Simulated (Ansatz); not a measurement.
GeMo (CsCl type, Pm-3m) at seven volumes, DFT-PBE in the program Ansatz with PAW potentials, scaled uniformly. One row is withheld.

```csv
V (Å³/atom),P (GPa)
13.899,21.94
14.357,13.30
14.816,6.03
15.274,0.00
15.732,-5.00
16.190,-9.32
16.648,?
```

Q: Fit the shown pressures and predict the withheld one.

A: Third-order Birch–Murnaghan: P = (3/2)B₀(x^(7/2) − x^(5/2))[1 + (3/4)(B′ − 4)(x − 1)] with x = (V₀/V)^(2/3). Least squares on the six rows gives V₀ = 15.275 Å³/atom, B₀ = 184.2 GPa, B′ = 4.92. At V = 16.648, x = 0.9442 and P = -12.84 GPa. The run itself gave -13.06 GPa.

The cell is a constructed one: a structure type filled with these elements; neither database checked (COD, Materials Project) lists it. Its standing as an ambient phase is unchecked. The cell was relaxed with PBE under the symmetry of its start; whether a distortion lowers the energy is not shown. The run is not spin-polarised.

Potentials: the earlier of the program's two PAW sets.
